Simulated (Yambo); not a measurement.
BSE-type run in Yambo on BP (zinc blende, space group F-43m, No. 216) under isotropic strain of -1.5 % on all lattice vectors, at zero momentum.

Quantum ESPRESSO step (PBEsol, PseudoDojo standard norm-conserving files, scalar-relativistic):
```
&CONTROL
  calculation = 'nscf'
  pseudo_dir = './pseudo'
  outdir = './out'
/
&SYSTEM
  ibrav = 0
  nat = 2
  ntyp = 2
  ecutwfc = 76.0
  ecutrho = 304.0
  occupations = 'fixed'
  force_symmorphic = .true.
  nbnd = 16
/
&ELECTRONS
  conv_thr = 2e-09
  diago_full_acc = .true.
  diago_thr_init = 1e-08
/
ATOMIC_SPECIES
B 10.8100 B.upf
P 30.9738 P.upf
CELL_PARAMETERS angstrom
  0.000000000000   2.226456706111   2.226456706111
  2.226456706111   0.000000000000   2.226456706111
  2.226456706111   2.226456706111   0.000000000000
ATOMIC_POSITIONS crystal
B   0.000000000000   0.000000000000   0.000000000000
P   0.750000000000   0.750000000000   0.750000000000
K_POINTS automatic
10 10 10 0 0 0
```

Yambo input:
```
rim_cut
optics
bse
bss
dipoles
em1s
RandQpts= 1000000
RandGvec= 1 Ry
FFTGvecs= 40 Ry
Chimod= "HARTREE"
BSKmod= "SEX"
BSEmod= "resonant"
BSSmod= "hs"
BSENGexx= 15 Ry
BSENGBlk= 4 Ry
% KfnQP_E
 0.897 | 1.0 | 1.0 |
%
% BSEQptR
 1 | 1 |
%
% BSEBands
 2 | 7 |
%
% BEnRange
 0.0 | 10.1 | eV
%
% BDmRange
 0.15 | 0.15 | eV
%
BEnSteps= 202
% BLongDir
 1.0 | 0.0 | 0.0 |
%
BSHayTrs= -0.02
BSSNEig= 24
WRbsWF
% BndsRnXs
 1 | 11 |
%
NGsBlkXs= 4 Ry
% LongDrXs
 1.0 | 1.0 | 1.0 |
%
```

From the report:

The dimension is k points × valence × conduction bands = 1000 × 3 × 3 = 9000.
```
   [SLEPC] Approach                          : Krylov-Schur
   [SLEPC] Number of requested eigenvalues   :  24
   [SLEPC] Number of eigenvalues        [NEV]:  24
    [K] Dimension                                    :   9000
    [K] Bands                                        :   2   7
    [K] Exchange res                                 : yes
    [K] Correlation res                              : yes
    [K] W interaction is bare                        : no
    [K] RL vectors exchange                          :  169
    [K] RL vectors correlation                       :  27
    [W] Matrix size                                  :  27
    [W] Bands                                        :   1  11
    [W] Coulomb Cutoff                               : none
    [W] Hxc Kernel                                   : HARTREE
```

Geometry strained from the cell relaxed with PBEsol, atoms relaxed again.
